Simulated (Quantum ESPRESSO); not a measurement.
**Band energies of SnF₃**

```
CELL_PARAMETERS angstrom
      0.00000     4.38054     4.38054
      4.38054     0.00000     4.38054
      4.38054     4.38054     0.00000
ATOMIC_POSITIONS crystal
  F  0.72870 0.27130 0.72870
  F  0.27130 0.72870 0.27130
  F  0.72870 0.27130 0.27130
  F  0.27130 0.72870 0.72870
  F  0.72870 0.72870 0.27130
  F  0.27130 0.27130 0.72870
  Sn 0.50000 0.50000 0.50000
  Sn 0.00000 0.00000 0.00000
```

norm-conserving PBEsol (Quantum ESPRESSO, 84 Ry, no spin-orbit coupling); path ΓXWKΓLUWLK,UX; energies in eV from the valence-band maximum.

```csv
k (1/Å),point,band 31,band 32,band 33,band 34,band 35,band 36,band 37,band 38
0.00,Γ,-2.71,-2.39,-2.24,-2.24,-2.24,4.90,5.35,5.35
0.48,,-2.75,-2.46,-2.46,-2.25,-0.52,3.88,5.49,5.49
0.72,X,-2.76,-2.53,-2.53,-2.25,-0.01,4.13,5.46,5.53
0.72,W,-2.78,-2.53,-2.38,-2.38,0.00,3.49,5.50,5.50
0.97,K,-2.71,-2.51,-2.46,-2.31,-0.04,3.47,5.48,5.82
1.16,,-2.66,-2.45,-2.38,-2.37,-0.35,3.17,5.49,6.11
1.54,,-2.70,-2.29,-2.28,-2.26,-1.86,4.19,5.38,5.56
1.73,Γ,-2.71,-2.39,-2.24,-2.24,-2.24,4.90,5.35,5.35
1.89,,-2.70,-2.27,-2.27,-2.26,-2.01,4.32,5.45,5.45
2.20,,-2.63,-2.38,-2.38,-2.33,-0.80,2.98,6.00,6.00
2.35,L,-2.61,-2.41,-2.41,-2.35,-0.54,2.72,6.13,6.13
2.57,,-2.66,-2.45,-2.41,-2.35,-0.32,2.99,5.82,6.03
2.79,U,-2.71,-2.51,-2.46,-2.31,-0.04,3.47,5.48,5.82
2.79,W,-2.78,-2.53,-2.38,-2.38,0.00,3.49,5.50,5.50
3.05,,-2.67,-2.47,-2.39,-2.37,-0.26,3.06,5.78,5.92
3.30,L,-2.61,-2.41,-2.41,-2.35,-0.54,2.72,6.13,6.13
3.52,,-2.66,-2.45,-2.41,-2.35,-0.32,2.99,5.82,6.03
3.74,K,-2.71,-2.51,-2.46,-2.31,-0.04,3.47,5.48,5.82
3.74,U,-2.71,-2.51,-2.46,-2.31,-0.04,3.47,5.48,5.82
3.99,X,-2.76,-2.53,-2.53,-2.25,-0.01,4.13,5.46,5.53
```

The PBEsol gap is indirect, 2.72 eV, from W to L; the smallest direct gap is 3.26 eV. Another valence extremum on the path lies within 0.02 eV, too close to call.

Spin-orbit splittings are left out.

Geometry relaxed with PBE+D3(BJ).
